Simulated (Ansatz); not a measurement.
Data:

KMgF₃:
```
CELL_PARAMETERS angstrom
      3.90848     0.00000     0.00000
      0.00000     3.90848     0.00000
      0.00000     0.00000     3.90848
ATOMIC_POSITIONS crystal
  K  0.50000 0.50000 0.50000
  Mg 0.00000 0.00000 0.00000
  F  0.50000 0.00000 0.00000
  F  0.00000 0.50000 0.00000
  F  0.00000 0.00000 0.50000
```

This is the LDA-relaxed structure.

Q: All from DFT-LDA in the program Ansatz with PAW potentials, unless another level is named. Estimate the Poisson's ratio.

A: 0.24.

Q: Next, the vibrational entropy at 300 K?

A: 24.0 J/(K·mol of atoms).

Space group Pm-3m (cubic perovskite). The LDA relaxation kept the symmetry of its start; phonons on a q-mesh show no instability.

Potentials: the later of the program's two PAW sets.
